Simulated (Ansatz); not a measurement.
## Structures of B$_{3}$Te$_{2}$: which is lowest?

Plane-wave DFT in Ansatz with scalar-relativistic PAW potentials, cutoff 420 eV, Γ-centred meshes chosen by cell and gap, Gaussian smearing with energies taken to zero width. Every cell was relaxed (cell and atoms) in a run of its own, within the symmetry of its start. Functional: PBE.

Relaxed structures (starts from databases or built by putting these elements on another compound's sites):
A. R-3m, 5 atoms in the computed cell, a = 3.280 Å, c = 23.811 Å; sites (symmetry × multiplicity) B -3m × 3 + 3m × 6, Te 3m × 6; start: built
B. P-3m1, 5 atoms in the computed cell, a = 3.332 Å, c = 7.929 Å; sites (symmetry × multiplicity) B -3m. × 1 + 3m. × 2, Te 3m. × 2; start: built
C. R-3c, 10 atoms in the computed cell, a = 6.012 Å, c = 16.161 Å; sites (symmetry × multiplicity) B .2 × 18, Te 3. × 12; start: built

Question: Rank them by energy. Could pressure change the order?

Answer:
| structure | group | E − E(lowest) (meV/atom) | V (Å³/atom) | gap on mesh (eV) |
| --- | --- | --- | --- | --- |
| B | P-3m1 | 0.0 | 15.25 | 0.00 |
| A | R-3m | 84 | 14.79 | 0.00 |
| C | R-3c | 548 | 16.86 | 0.00 |

B is lowest, 84 meV/atom under A. A is denser by 0.46 Å³/atom, so pressure favours it: ΔE/ΔV, with ΔE in eV and 1 eV/Å³ = 160.2 GPa, gives about 29 GPa for equal enthalpy if both cells were rigid; at such pressures compression changes ΔV much, so this is a scale only. Other structures may lie lower than all of these, and vibrations aren't counted.

Spin-orbit coupling is left out, which matters for the bands of heavy elements.